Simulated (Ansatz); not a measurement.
## WS2 with Nb replacing W: gradients before and after relaxing the atoms

Start: a supercell of WS2 (space group P6_3/mmc) built from a structure deposited in the COD (the entry's cell lengths or inner coordinates differ somewhat from later room-temperature determinations), with all atoms left at the host's positions.

Space group P-6m2 (No. 187); a = 9.5400, c = 12.5000 Å, γ = 120.00°.

```
site  Wyckoff  site symmetry       x       y       z
  Nb       1a           -6m2  0.0000  0.0000  0.0000
  W2       6l            m..  0.0000  0.3333  0.0000
  W6       1c           -6m2  0.3333  0.6667  0.0000
  W8       1e           -6m2  0.6667  0.3333  0.0000
 W10       3k            mm2  0.1111  0.8889  0.5000
 W12       3k            mm2  0.1111  0.5556  0.5000
 W14       3k            mm2  0.4444  0.2222  0.5000
 S19       2g            3m.  0.0000  0.0000  0.3750
 S20      12o              1  0.0000  0.3333  0.3750
 S24       2h            3m.  0.3333  0.6667  0.3750
 S26       2i            3m.  0.6667  0.3333  0.3750
 S28       6n            .m.  0.1111  0.8889  0.8750
 S30       6n            .m.  0.1111  0.5556  0.8750
 S32       6n            .m.  0.4444  0.2222  0.8750
```

One atom of each set is listed.

Method: Kohn–Sham DFT in Ansatz, PBE, plane waves and PAW, scalar-relativistic, 420 eV cutoff, Γ-centred 3×3×2 k-points, Fermi–Dirac smearing 0.01 eV, cell charge +1.

The largest force at the start is 0.58 eV/Å. Relaxing the ions at fixed cell moves them by 0.039 Å at most (atom 47, S) and 0.014 Å rms.

| site | moved (Å) | first shell before | first shell after | V_zz before (10²¹ V/m²) | η before |
| --- | --- | --- | --- | --- | --- |
| Nb | 0.000 | 6 S at 2.41 Å | 6 S at 2.45 Å | -6.98 | 0.00 |
| W2 | 0.011 | 6 S at 2.41 Å | 6 S at 2.41 Å | -15.25 | 0.31 |
| W6 | 0.000 | 6 S at 2.41 Å | 6 S at 2.41 Å | -16.15 | 0.00 |
| W8 | 0.000 | 6 S at 2.41 Å | 6 S at 2.41 Å | -16.11 | 0.00 |
| W10 | 0.000 | 6 S at 2.41 Å | 6 S at 2.41 Å | -17.02 | 0.00 |
| W12 | 0.000 | 6 S at 2.41 Å | 6 S at 2.41 Å | -16.87 | 0.00 |
| W14 | 0.000 | 6 S at 2.41 Å | 6 S at 2.41 Å | -16.85 | 0.00 |
| S28 | 0.039 | 2 W at 2.41 Å, 1 Nb at 2.41 Å | 2 W at 2.41 Å, 1 Nb at 2.45 Å | -5.04 | 0.57 |
| S30 | 0.005 | 3 W at 2.41 Å | 3 W at 2.41 Å | -4.25 | 0.03 |
| S32 | 0.005 | 3 W at 2.41 Å | 3 W at 2.41 Å | -4.19 | 0.07 |

Task: What are V_zz and η after the relaxation?

Result: 

| site | V_zz after | η after | change of V_zz |
| --- | --- | --- | --- |
| Nb | -5.63 | 0.00 | +1.35 |
| W2 | -15.57 | 0.31 | -0.32 |
| W6 | -15.64 | 0.00 | +0.51 |
| W8 | -16.37 | 0.00 | -0.26 |
| W10 | -16.84 | 0.00 | +0.18 |
| W12 | -16.66 | 0.00 | +0.21 |
| W14 | -16.62 | 0.00 | +0.23 |
| S28 | -4.52 | 0.61 | +0.52 |
| S30 | -4.14 | 0.02 | +0.11 |
| S32 | -4.30 | 0.03 | -0.11 |

The largest change of V_zz is on Nb, from -6.98 to -5.63. In per cent, |V_zz| changes by -19 on Nb, -3 to +2 on W, -10 to +3 on S (all sites that start above 2). The table leaves out 4 of the 14 sites, with |V_zz| up to 4.44; their tensors move by 0.11 at most along any direction. The statements above cover all sites.

The run isn't spin-polarised, and a state with spin may lie lower. The defect repeats with the cell of 54 atoms, so it feels its images: sites between two images don't show the values beside a lone defect, and zeros or small values of η there can come from the images' arrangement. S and W carry a gradient in the pure host already, so the values there aren't the defect's effect alone. A uniform background compensates the cell's charge. The defect cell has no gap above 0.1 eV on its mesh, so the values can hang on the smearing and the k-mesh. Without spin–orbit coupling the gradients at and beside W can be off by some per cent, at some sites by more.
Before: The neighbours have not yet relaxed around the defect (largest force 0.58 eV/Å), so a real crystal will differ.
After: The relaxation keeps the site symmetry -6m2 of the start, so the impurity can't leave its site; a distortion that would localise the partly filled state isn't explored.
